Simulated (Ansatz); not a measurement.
The relaxed structure here is a generated cell of InSe: the first start was made by a random draw of sites in a space group, and the end was not matched to a known phase here, so it may be hypothetical. Known forms of InSe include space group No. 194.

One stationary structure of InSe. These are PBEsol (plane waves to 420 eV, PAW, scalar-relativistic; Ansatz, a quantum-chemistry and plane-wave program) values and carry that method's errors.

```
CELL_PARAMETERS angstrom
      7.38897     0.00000     0.00000
     -3.69448     6.39903     0.00000
      0.00000     0.00000     4.06859
ATOMIC_POSITIONS crystal
  In 0.00000 0.31819 0.33333
  In 0.68181 0.68181 0.00000
  In 0.31819 0.00000 0.66667
  Se 0.00000 0.69138 0.33333
  Se 0.30862 0.30862 0.00000
  Se 0.69138 0.00000 0.66667
```

Find the space group and the Wyckoff positions (tolerance 0.01 Å).

Space group P3₂21 (No. 154); a = 7.389 Å, b = 7.389 Å, c = 4.069 Å, α = 90.00°, β = 90.00°, γ = 120.00°

```
atom  site  symmetry       x       y       z
----  ----  --------  ------  ------  ------
In      3a       .2.  0.6818  0.6818  0.0000
Se      3a       .2.  0.3086  0.3086  0.0000
```

Give the shortest distances between elements (the closest pairs, up to four, under 3.6 Å).

In–Se 2.68 Å.

The volume per atom comes out as 32.06 Å³ and the band gap is no gap (metallic).

No spin polarisation in the result. The relaxed primitive cell holds an odd number of electrons. A magnetic state may lie lower.

The run could not lower the symmetry of its start; a shaken copy of this end point relaxes with PBEsol to Pm (No. 6), 0.23 eV/atom lower.
